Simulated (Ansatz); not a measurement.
A geometry of ZnAu away from equilibrium: step 3 of the relaxation of a relaxed ZnAu cell displaced along its unstable phonon at q = (½, ½, 0) of its primitive reciprocal cell (63i cm⁻¹), largest move 0.15 Å. The numbers are results of PBEsol (plane waves to 420 eV, PAW, scalar-relativistic; Ansatz, a quantum-chemistry and plane-wave program), not measurements. Γ-centred k-mesh 11×11×11 on the run's cell (coarser than for final values), Fermi–Dirac smearing 0.05 eV. The plane waves were selected for a different cell earlier on the path.

```
CELL_PARAMETERS angstrom
      0.00000     5.06118     5.19209
      2.53059     2.53059     5.19209
      2.53059     2.53059     0.00000
ATOMIC_POSITIONS crystal
  Au 0.00000 0.93707 0.06293
  Au 0.50000 0.06293 0.93707
  Zn 0.00000 0.43487 0.56513
  Zn 0.50000 0.56513 0.43487
```

### Question
What forces act on the atoms (eV/Å)?

### Answer
```tsv
atom	Fx	Fy	Fz
Au1	0.00	0.00	-0.31
Au2	0.00	0.00	0.31
Zn3	0.00	0.00	-0.47
Zn4	0.00	0.00	0.47
```

The path ends in P4/nmm (No. 129) (AFLOW prototype AB_tP4_129_c_c (B11, as in TiCu)). No spin polarisation in the result.

The run could not lose the symmetry of its start, so the end can be a saddle point.

The end of the path is a generated cell of ZnAu: the first start was made by placing the elements on the sites of a structure type, and the end was not matched to a known phase here, so it may be hypothetical. Known forms of ZnAu include space group No. 221.
